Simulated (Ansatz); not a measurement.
La2O3 (A-La2O3 type, space group P-3m1)

```xyz
10
Lattice="3.9403 0.0000 0.0000 -1.9701 3.4124 0.0000 0.0000 0.0000 12.3760" Properties=species:S:1:pos:R:3 pbc="T T T"
La     0.0000     2.2749     1.5308
La     0.0000     2.2749     7.7188
La     1.9701     1.1375     4.6572
La     1.9701     1.1375    10.8452
O      0.0000     0.0000     0.0000
O      0.0000     0.0000     6.1880
O      0.0000     2.2749     3.9930
O      0.0000     2.2749    10.1810
O      1.9701     1.1375     2.1950
O      1.9701     1.1375     8.3830
```

A phonon eigenvector at A = (0.0, 0.0, 0.5) is frozen into this cell: atom i moves by Q times the vector below, so Q is the largest atomic displacement, in Å. The cell is held. It is one choice among 2 degenerate patterns. (q is in reciprocal vectors of the primitive cell; the cell shown is doubled to hold the pattern.)

```
atom      x       y      z
----  -----  ------  -----
La1   0.000  -0.038  0.000
La2   0.000   0.038  0.000
La3   0.000   0.038  0.000
La4   0.000  -0.038  0.000
O5    0.000   1.000  0.000
O6    0.000  -1.000  0.000
O7    0.000  -0.159  0.000
O8    0.000   0.159  0.000
O9    0.000   0.159  0.000
O10   0.000  -0.159  0.000
```

Computed with PBE (plane waves to 420 eV, PAW, scalar-relativistic; Ansatz, an electronic-structure program). k mesh 10×10×3 (Γ-centred), Fermi-Dirac smearing 0.05 eV. E stands for the smeared free energy. La2O3 is run without spin polarisation. La2O3 was relaxed with its symmetry unable to fall. The zero of ΔE is the undisplaced structure.

```
Q (Å)   −dE/dQ from forces (eV/Å)  ΔE (meV/cell)
------  -------------------------  -------------
-0.180                      0.659           57.8
-0.150                      0.541           39.8
-0.120                      0.427            ___
-0.090                      0.317           14.2
-0.060                      0.210            ___
-0.030                      0.104            ___
0.000                       0.000            0.0
0.030                      -0.104            ___
0.060                      -0.210            ___
0.090                      -0.317           14.2
0.120                      -0.427            ___
0.150                      -0.541           39.8
0.180                      -0.659           57.8
```

Q: What belongs in the gaps?

A: 
- -0.120, ΔE (meV/cell): 25.3
- -0.060, ΔE (meV/cell): 6.3
- -0.030, ΔE (meV/cell): 1.6
- 0.030, ΔE (meV/cell): 1.6
- 0.060, ΔE (meV/cell): 6.3
- 0.120, ΔE (meV/cell): 25.3

(A displaced cell: forces are minus the slopes of the energy, force constants its curvatures, and phonons follow from these.)
